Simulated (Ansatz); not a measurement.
Level of theory: DFT PBE, scalar-relativistic, plane waves, PAW in Ansatz. Settings: cutoff 420 eV, Γ-centred meshes spaced at most about 0.3 Å⁻¹, and about 0.25 Å⁻¹ or finer for metals (2π included), Gaussian smearing. No spin polarisation in the final relaxations.

All energies are static (0 K, no zero-point motion).

Two forms of ScTa3F were relaxed alike.

1.

```
Sc Ta F
1.0
     4.80346    0.00000    0.00000
    -2.40173    4.15992    0.00000
     0.00000    0.00000    5.21597
Sc Ta F
1 3 1
Direct
  0.33333 0.66667 0.50000
  0.00000 0.00000 0.72913
  0.00000 0.00000 0.27087
  0.66667 0.33333 0.50000
  0.66667 0.33333 0.00000
```

2.

```
Sc Ta F
1.0
     2.90090   -3.56244    0.00000
     2.90090    3.56244    0.00000
     0.00000    0.00000    4.64532
Sc Ta F
1 3 1
Cartesian
  2.9009 0.0000 0.0000
  2.9009 -2.1353 2.3227
  2.9009 2.1353 2.3227
  0.0000 0.0000 0.0000
  2.9009 0.0000 2.3227
```

Question: Which would you expect to be lower, and how large is the difference?

Answer: Cell 2 is lower, by 0.32 eV/atom. Cell 1 has space group P-6m2 (No. 187), 20.8 Å³/atom and no gap on its mesh; cell 2 has space group Cmmm (No. 65), 19.2 Å³/atom and no gap. Counting Sc or Ta atoms around F (for each partner element, those within 1.25 times its shortest distance or 1.15 times the sum of covalent radii, where it is the nearest in units of that sum or under 1.3; a plus sign parts groups by distance over the sum of covalent radii), cell 1 has F 2+6 and cell 2 has F 4. The denser one is the lower, and pressure would at first widen the difference. Even the lower one lies +0.13 eV/atom against the reference forms of the elements (uncorrected), a margin that errors in the energy of the gaseous reference can exceed. In cell 1, Sc is surrounded by 3 Ta at 2.77 Å and 6 Ta at 3.02 Å; around Ta on a site of symmetry 3m lie 1 Ta at 2.39 Å, 1 Ta at 2.83 Å, 3 Sc at 3.02 Å, 3 Ta at 3.02 Å and 3 F at 3.11 Å; around F lie 2 Ta at 2.61 Å and 6 Ta at 3.11 Å; 1 more site not described. In cell 2, around Sc lie 2 F at 2.32 Å, 2 Ta at 2.90 Å, 4 Ta at 3.16 Å and 2 Ta at 3.56 Å; Ta on a site of symmetry m2m has 1 F at 2.14 Å, 5 Ta at 2.73–2.99 Å and 2 Sc at 3.16 Å; F is surrounded by 2 Ta at 2.14 Å and 2 Sc at 2.32 Å; 1 more site not described. Both come from invented guesses. A third cell relaxed alike, in P4/mmm, lies 0.73 eV/atom below the lower of the two.

Spin–orbit coupling, which can matter for Ta, is left out. Cells relaxed within their symmetry can be saddle points.
